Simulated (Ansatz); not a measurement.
Te started on a N site next to Te started on a N site in zincblende GaN, 16 atoms, charge +1

A calculation with Ansatz 0.2.0 (PAW, plane waves); the settings stand in the input.

Input file:

```yaml
crystal:
  lattice:
    - [8.996242, 0.000000, 0.000000]
    - [0.000000, 4.498121, 0.000000]
    - [0.000000, 0.000000, 4.498121]
  atoms:
    - { symbol: Ga, position: [0.993980, 0.012795, 0.997225] }
    - { symbol: Ga, position: [0.505251, 0.034647, 0.999713], spin: 0.125 }
    - { symbol: Ga, position: [0.253847, 0.490815, 0.014749], spin: 0.125 }
    - { symbol: Ga, position: [0.754286, 0.507156, 0.993723], spin: 0.125 }
    - { symbol: Ga, position: [0.246433, 0.023324, 0.497636], spin: 0.125 }
    - { symbol: Ga, position: [0.744365, 0.975797, 0.517396], spin: 0.125 }
    - { symbol: Ga, position: [0.019953, 0.490561, 0.480598] }
    - { symbol: Ga, position: [0.493101, 0.491880, 0.494941], spin: 0.125 }
    - { symbol: N, position: [0.118568, 0.261436, 0.270596] }
    - { symbol: N, position: [0.859900, 0.757693, 0.256271] }
    - { symbol: N, position: [0.365897, 0.243020, 0.754026] }
    - { symbol: N, position: [0.877549, 0.251406, 0.729375] }
    - { symbol: N, position: [0.129708, 0.741778, 0.748585] }
    - { symbol: N, position: [0.629908, 0.751299, 0.730960] }
    - { symbol: Te, position: [0.639337, 0.268947, 0.257669], spin: 0.125 }
    - { symbol: Te, position: [0.388980, 0.761884, 0.234848], spin: 0.125 }
kpoints:
  mp_grid: { grid: [1, 1, 1], shift: [0.5, 0.5, 0.5] }
hamiltonian:
  xc: pbesol
total_charge: 1
magnetization:
  spin_polarized: true
scf:
  occupations: { method: fermi_dirac, width: 0.01 }
  max_iter: 70
  mixing: { algorithm: linear }
output:
  forces: true
  eigenvalues: true
  stress: true
```

Started with:

```sh
ansatz run in.yaml --threads 2 --pin off --max-ram 20900MiB --runs-dir r --events-out ev --progress --plain
```

The output:

```
Error: YAML parse error: error: line 33 column 24: unknown variant `linear`, expected one of auto, anderson, broyden, msr1
  --> <input>:33:24
   |
31 |   occupations: { method: fermi_dirac, width: 0.01 }
32 |   max_iter: 70
33 |   mixing: { algorithm: linear }
   |                        ^ unknown variant `linear`, expected one of auto, anderson, broyden, msr1
34 | output:
35 |   forces: true
   |
```

The program refused the input.
